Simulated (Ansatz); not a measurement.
Values for one crystal, relaxed and computed with PBEsol (plane waves, PAW; program Ansatz); other levels are named.

```yaml
volume_per_atom: 29.99 Å³
electronic_character: no gap, with almost no states at the Fermi level (zero-gap or semimetallic)
Density of states at the Fermi level: 0.01 states/eV per atom (mean over ±0.08 eV)
Formation energy from the elements (no fitted shifts): -0.060 eV/atom
Bulk modulus (Birch–Murnaghan fit): 33.2 GPa
Pressure derivative B′: 6.6
```

Problem. Pick the material that matches.
A. LaMnO3, R-3c (La on 6a, Mn on 6b, O on 18e)
B. HgS, zinc blende
C. Ge2Sb2Te5, Cm (Pearson symbol mS18)
D. GaSb, C2/m (Ga on 2b, Sb on 2c)

Solution. C, Ge2Sb2Te5, Cm (Pearson symbol mS18)

The first step of the workflow began from a Materials Project structure, measured or hypothetical; the Crystallography Open Database copy checked does not list it. It is not the phase usual at ambient conditions (space group No. 164). The PBEsol relaxation kept the symmetry of its start; its stability against distortions is not shown here. The references are the lowest solids computed at this level, not always the standard phases. Scalar-relativistic: spin–orbit coupling is off unless named, which matters more the heavier the elements.

Potentials: the later of the program's two PAW sets.
